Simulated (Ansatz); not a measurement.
Data:

Pd:
```yaml
crystal:
  lattice:
    - [2.69428, 0.00000, 0.00000]
    - [-1.34714, 2.33331, 0.00000]
    - [0.00000, 0.00000, 4.52063]
  atoms:
    - { symbol: Pd, position: [0.66667, 0.33333, 0.75000] }
    - { symbol: Pd, position: [0.33333, 0.66667, 0.25000] }
```

This is the LDA-relaxed structure. Tensor components refer to the Cartesian frame of this cell.

All from LDA (plane waves, PAW; program Ansatz), unless another level is named. Give the Young's modulus.

154 GPa.

Give the elastic constants (relaxed ions, GPa).

C11 = 322, C12 = 200, C13 = 161, C33 = 336, C44 = 38.7.

Space group P6_3/mmc (hcp (Mg type)). The workflow started from a Materials Project entry (that database holds measured and hypothetical structures alike); the Crystallography Open Database copy checked does not list it. It is not the phase usual at ambient conditions (space group No. 225). Symmetry was held in the LDA relaxation; its stability against distortions is not shown here. The workflow began spin-polarised and lost its moments. As this level gives no gap, shear constants depend on the k-mesh and smearing (Fermi–Dirac, 0.1 eV here). On the denser mesh and wider smearing of the elastic run this cell carries a stress of 0.9 GPa.

Potentials: the later of the program's two PAW sets.
